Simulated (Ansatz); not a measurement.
A plane-wave DFT run in Ansatz 0.2.0 (scalar-relativistic PAW potentials unless the input names others): input and command.

```yaml
crystal:
  lattice:
    - [3.6566445481, 0.0, 0.0]
    - [0.0, 3.6566445481, 0.0]
    - [0.0, 0.0, 3.6566445481]
  atoms:
    - { symbol: Ca, position: [0.0, 0.0, 0.0] }
    - { symbol: Ta, position: [0.5, 0.5, 0.5] }
basis:
  ecutwfc: 420
kpoints:
  mp_grid: { grid: [16, 16, 16] }
hamiltonian:
  xc: pbe
scf:
  occupations: { method: gaussian, width: 0.1 }
  mixing: { algorithm: broyden, beta: 1.5, ndim: 1, preconditioner: none }
  max_iter: 75
output:
  forces: true
  eigenvalues: true
  stress: true
```

```bash
ansatz run input.yaml --threads 1 --pin off --max-ram 2560MiB --backend cpu --events-out ev --progress --plain --runs-dir out
```

Will this input run?

The program refuses it, because of mixing far too strong (scf.mixing: not typed → {"algorithm": "broyden", "beta": 1.5, "ndim": 1, "preconditioner": "none"}). Without that key it is accepted.

Abridged log:
```
Error: invalid value for `scf.mixing.beta`: must be finite and in (0, 1]; got 1.5
```